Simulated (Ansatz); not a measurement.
Relaxed-ion elastic tensor of Rh (bcc (W type), space group No. 229) in GPa (Voigt order), the program Ansatz at the PBEsol level (PAW); density 12.30 g/cm³, 13.89 Å³ per atom.

```csv
,1,2,3,4,5,6
1,64.1,372,372,0.0,0.0,0.0
2,372,64.1,372,0.0,0.0,0.0
3,372,372,64.1,0.0,0.0,0.0
4,0.0,0.0,0.0,164,0.0,0.0
5,0.0,0.0,0.0,0.0,164,0.0
6,0.0,0.0,0.0,0.0,0.0,164
```

Problem. Is the crystal mechanically stable?

Solution. No: the smallest eigenvalue of C is -308 GPa.

Space group Im-3m (bcc (W type)). The start of the workflow was typed in or built on a structure type; the Crystallography Open Database copy checked does not list it. It is not the phase usual at ambient conditions (space group No. 225). The PBEsol relaxation kept the symmetry of its start. At this level the phase is mechanically unstable. No spin polarisation was allowed. As this level gives no gap, shear constants depend on the k-mesh and smearing (Fermi–Dirac, 0.1 eV here). On the denser mesh and wider smearing of the elastic run this cell carries a stress of 0.5 GPa.

Potentials: the earlier of the program's two PAW sets. The files were generated under PBE; for other functionals the program regenerates the frozen cores, and for LDA and PBEsol the local potential too.
